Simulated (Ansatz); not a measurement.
## Notes on CuSbPt2Cl6

```
CELL_PARAMETERS angstrom
0.00000 4.81284 4.81284
4.81284 0.00000 4.81284
4.81284 4.81284 0.00000
ATOMIC_POSITIONS crystal
Pt 0.25000 0.25000 0.25000
Pt 0.75000 0.75000 0.75000
Sb 0.00000 0.00000 0.00000
Cu 0.50000 0.50000 0.50000
Cl 0.75373 0.24627 0.24627
Cl 0.24627 0.75373 0.24627
Cl 0.24627 0.75373 0.75373
Cl 0.75373 0.24627 0.75373
Cl 0.24627 0.24627 0.75373
Cl 0.75373 0.75373 0.24627
```

Single point in Ansatz 0.2.0 with r2SCAN, no spin polarisation. Cutoff 500 eV, PAW datasets, 6×6×6 Γ-centred k mesh, fermi-dirac filling (width 0.029 eV).

What is the formation energy?

0.35 eV an atom against the elements' usual phases (free molecules for gases, crystals otherwise, with no correction for O₂ or N₂), so at this geometry it isn't bound against them. Relaxing would lower it.

Metal or insulator?

It is a metal, with about 24 states/eV a cell as the mean within 0.25 eV of the Fermi level, mostly Pt d (90 %).

What does the stress say?

The pressure is 4.0 GPa (compression positive), so with the atoms held at these fractions the cell would first expand; the forces are large, so a full relaxation may end otherwise.

What do density and ELF say about some of the short contacts?

Sb–Cl at 2.37 Å: least valence density 0.60 e/Å³ and ELF 0.42 there. Cu–Cl at 2.44 Å: least valence density 0.33 e/Å³ and ELF 0.14 there. Pt–Cl at 3.40 Å: least valence density 0.08 e/Å³ and ELF 0.05 there. Both are smooth PAW fields, read partly inside the augmentation spheres.

Which element gives electrons and which takes them?

Bader charges in e: Cu +0.80, Sb +2.12, Pt +0.27, Cl -0.58. In the mean Sb gives up most and Cl takes most.

Where is the largest force?

The largest is on Cl5 (and as large on other atoms): 1.85 eV/Å, components (1.85, 0.00, 0.00). It makes 180° with the line to a nearest neighbour, Sb3 at 2.37 Å, pointing away from it.

Origin: a known structure type with other elements, at an estimated volume, so it need not be a known compound. Caveats: many states at the Fermi level without spin polarisation, so a magnetic state may lie lower; atoms or cell far from equilibrium.
